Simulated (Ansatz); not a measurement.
### Question
Name crystals whose computed values (DFT-LDA in the program Ansatz with PAW potentials) fall in these windows: highest Γ mode, no LO–TO term (cm⁻¹) 180 to 250; Θ_D (K) 200 to 260; B₀ by P(V) fit (GPa) 56 to 69.

### Answer


```tsv
crystal	highest Γ mode, no LO–TO term (cm⁻¹)	Θ_D (K)	B₀ by P(V) fit (GPa)
InAs, zinc blende	215	244	60.0
ZnCdSe2, P-4m2 (Zn on 1c, Cd on 1a, Se on 2g)	212	228	64.0
LaTeCl, P4/nmm (La on 2c, Te on 2c, Cl on 2a)	243	254	67.5
PbS, NiAs type	243	211	59.6
ZnCdSe2, P3m1 (Zn on 1a, Cd on 1c, Se on 1c, Se on 1a)	217	222	62.0
```
Others may fit too.

Not the usual ambient phase: PbS, NiAs type. Standing as an ambient phase not checked: ZnCdSe2, P-4m2 (Zn on 1c, Cd on 1a, Se on 2g); LaTeCl, P4/nmm (La on 2c, Te on 2c, Cl on 2a); ZnCdSe2, P3m1 (Zn on 1a, Cd on 1c, Se on 1c, Se on 1a). All cells were relaxed under the symmetry of their starts (and spin orders); stability against distortions was not tested throughout. Scalar-relativistic: spin–orbit coupling is off unless named, which matters more the heavier the elements.

Potentials: the later of the program's two PAW sets.
